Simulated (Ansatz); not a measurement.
HfGeMo:
```cif
data_Ge4Hf4Mo4
_chemical_formula_sum 'Hf4 Ge4 Mo4'
_space_group_name_H-M_alt 'P 1'
_space_group_IT_number 1
_cell_length_a 6.96798
_cell_length_b 3.54011
_cell_length_c 8.30709
_cell_angle_alpha 90.000
_cell_angle_beta 90.000
_cell_angle_gamma 90.000
loop_
_space_group_symop_operation_xyz
  'x, y, z'
loop_
_atom_site_label
_atom_site_type_symbol
_atom_site_fract_x
_atom_site_fract_y
_atom_site_fract_z
_atom_site_occupancy
Hf1 Hf 0.04928 0.25000 0.66704 1
Hf2 Hf 0.95072 0.75000 0.33296 1
Hf3 Hf 0.45072 0.75000 0.16704 1
Hf4 Hf 0.54928 0.25000 0.83296 1
Ge1 Ge 0.25126 0.25000 0.36169 1
Ge2 Ge 0.74874 0.75000 0.63831 1
Ge3 Ge 0.24874 0.75000 0.86169 1
Ge4 Ge 0.75126 0.25000 0.13831 1
Mo1 Mo 0.13153 0.25000 0.06168 1
Mo2 Mo 0.86847 0.75000 0.93832 1
Mo3 Mo 0.36847 0.75000 0.56168 1
Mo4 Mo 0.63153 0.25000 0.43832 1
```

Relaxed with r²SCAN.

### Question
Which orbitals make up the states near the Fermi level in DFT-r²SCAN in the program Ansatz with PAW potentials?

### Answer
Within 0.5 eV of the Fermi level: Mo 4d 52 %, Hf 5d 37 %, Ge 4p 7 %. Projections are on Löwdin-orthogonalised atomic valence shells; empty p or d shells of many metals are not among them.

### Question
Tabulate the density of states.

### Answer
States/eV per cell of 12 atoms, in 0.25 eV bins, energy from the Fermi level.

| E (eV) | total | Mo 4d | Hf 5d | Ge 4p |
|---|---|---|---|---|
| -7.85 | 0.00 | 0.00 | 0.00 | 0.00 |
| -7.60 | 0.00 | 0.00 | 0.00 | 0.00 |
| -7.35 | 0.00 | 0.00 | 0.00 | 0.00 |
| -7.10 | 0.00 | 0.00 | 0.00 | 0.00 |
| -6.85 | 0.00 | 0.00 | 0.00 | 0.00 |
| -6.60 | 0.00 | 0.00 | 0.00 | 0.00 |
| -6.35 | 1.01 | 0.14 | 0.12 | 0.43 |
| -6.10 | 3.91 | 0.67 | 0.59 | 1.64 |
| -5.85 | 6.93 | 1.51 | 1.03 | 2.76 |
| -5.60 | 6.79 | 1.59 | 1.02 | 2.66 |
| -5.35 | 6.09 | 1.51 | 0.97 | 2.37 |
| -5.10 | 4.91 | 1.32 | 0.80 | 1.91 |
| -4.85 | 2.52 | 0.76 | 0.38 | 0.97 |
| -4.60 | 3.60 | 1.33 | 0.55 | 1.30 |
| -4.35 | 8.17 | 3.25 | 1.26 | 2.90 |
| -4.10 | 6.78 | 2.62 | 1.11 | 2.50 |
| -3.85 | 8.39 | 3.02 | 1.38 | 3.37 |
| -3.60 | 12.59 | 4.34 | 2.18 | 5.30 |
| -3.35 | 11.74 | 4.01 | 2.33 | 4.70 |
| -3.10 | 7.42 | 3.18 | 1.69 | 2.22 |
| -2.85 | 5.46 | 3.14 | 1.14 | 0.86 |
| -2.60 | 13.99 | 9.26 | 2.49 | 1.37 |
| -2.35 | 12.58 | 7.76 | 2.66 | 1.37 |
| -2.10 | 13.02 | 6.45 | 3.76 | 1.76 |
| -1.85 | 15.94 | 7.53 | 5.40 | 1.73 |
| -1.60 | 14.09 | 6.04 | 5.21 | 1.69 |
| -1.35 | 6.71 | 3.02 | 2.44 | 0.77 |
| -1.10 | 6.02 | 3.00 | 2.08 | 0.55 |
| -0.85 | 3.94 | 2.07 | 1.42 | 0.24 |
| -0.60 | 2.27 | 1.17 | 0.85 | 0.13 |
| -0.35 | 3.21 | 1.68 | 1.17 | 0.20 |
| -0.10 | 4.38 | 2.31 | 1.58 | 0.29 |
| 0.15 | 5.01 | 2.48 | 1.92 | 0.36 |
| 0.40 | 7.88 | 4.15 | 2.80 | 0.53 |
| 0.65 | 10.14 | 5.86 | 3.14 | 0.64 |
| 0.90 | 10.64 | 6.16 | 3.22 | 0.72 |
| 1.15 | 9.41 | 5.67 | 2.58 | 0.57 |
| 1.40 | 12.05 | 7.47 | 3.13 | 0.73 |
| 1.65 | 8.50 | 4.78 | 2.44 | 0.70 |
| 1.90 | 3.64 | 1.46 | 1.66 | 0.29 |
| 2.15 | 4.67 | 1.58 | 2.49 | 0.24 |
| 2.40 | 11.07 | 4.04 | 5.72 | 0.48 |
| 2.65 | 11.36 | 4.25 | 5.60 | 0.73 |
| 2.90 | 11.37 | 3.34 | 6.35 | 0.84 |
| 3.15 | 10.65 | 2.28 | 6.55 | 0.91 |
| 3.40 | 11.21 | 2.24 | 6.66 | 1.12 |
| 3.65 | 10.20 | 1.95 | 6.01 | 0.97 |
| 3.90 | 10.61 | 1.78 | 6.10 | 1.18 |
| 4.15 | 9.11 | 1.32 | 5.20 | 0.99 |
| 4.40 | 8.64 | 0.90 | 5.34 | 0.70 |

Space group Pnma. The first step of the workflow began from a Materials Project structure, measured or hypothetical; the Crystallography Open Database copy checked does not list it. Its standing as an ambient phase is unchecked. Symmetry was held in the r²SCAN relaxation; whether a distortion lowers the energy is not shown. The run is not spin-polarised. Scalar-relativistic: spin–orbit coupling is off unless named, which matters more the heavier the elements.

Potentials: the later of the program's two PAW sets.
